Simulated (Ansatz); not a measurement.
Trial structure of Ge2F3, not yet relaxed:

```cif
data_structure
_symmetry_space_group_name_H-M 'P 1'
_symmetry_Int_Tables_number 1
_cell_length_a 5.1467
_cell_length_b 4.8933
_cell_length_c 4.8549
_cell_angle_alpha 63.735
_cell_angle_beta 58.495
_cell_angle_gamma 57.770
_cell_volume 85.88
loop_
_atom_site_label
_atom_site_type_symbol
_atom_site_fract_x
_atom_site_fract_y
_atom_site_fract_z
_atom_site_occupancy
Ge1 Ge 0.74468 0.74468 0.25532 1
Ge2 Ge 0.25532 0.25532 0.74468 1
F1 F 0.28879 0.71121 0.71121 1
F2 F 0.71121 0.28879 0.28879 1
F3 F 0.50000 0.50000 0.50000 1
```

These are results of DFT PBE, scalar-relativistic, plane waves, PAW in Ansatz, not measurements. Plane waves to 420 eV, a k mesh through Γ of 4×4×4 on the computed 5-atom cell and Gaussian smearing (0.10 eV); no spin polarisation.

Energies over the elements count from the elements' standard structures at the same level (F₂ as a molecule), with no fitted energy shifts.

Task: What does a single point on this coarse mesh give?

Result: The pressure is 45.8 GPa (the mean over three directions, positive in compression), the largest force is 17.47 eV/Å, and the energy is +1.63 eV/atom against the elements. The shortest distance is 1.37 Å, so close that the PAW spheres overlap strongly and these values are rough.

Task: How much does it gain on relaxing, and where does it end?

Result: Relaxing gains about 3.2 eV/atom (the start's value is from the coarse mesh, so the gain is rough) in 46 ionic steps and ends at −1.52 eV/atom on the finer mesh. The symmetry stays Fmmm (No. 69). The volume per atom grows by 28.6 %, from 17.2 to 22.1 Å³. The shortest distance goes from 1.37 Å (F–F) to 2.09 Å (Ge–F). Conventional cell: a = 5.571 Å, b = 7.493 Å, c = 10.582 Å. Ge has 3 F at 2.09–2.13 Å; F on a site of symmetry mm2 is surrounded by 2 Ge at 2.09 Å; around F on a site of symmetry mmm lie 2 Ge at 2.13 Å.

The last run used a 10×10×10 mesh for its 5-atom cell and Gaussian smearing of 0.10 eV. No dispersion correction is applied, so the spacing and binding between layers, chains or molecules are poorly described. An odd number of electrons in the primitive cell allows no gap without spin; a larger cell or a magnetic state could open one. The relaxation can't lower the symmetry of the start. A structure relaxed within its symmetry needn't be a true minimum. Another cell of Ge2F3 relaxed alike, in P4mm, lies 40 meV/atom lower, so this cell isn't the stable form at this level.
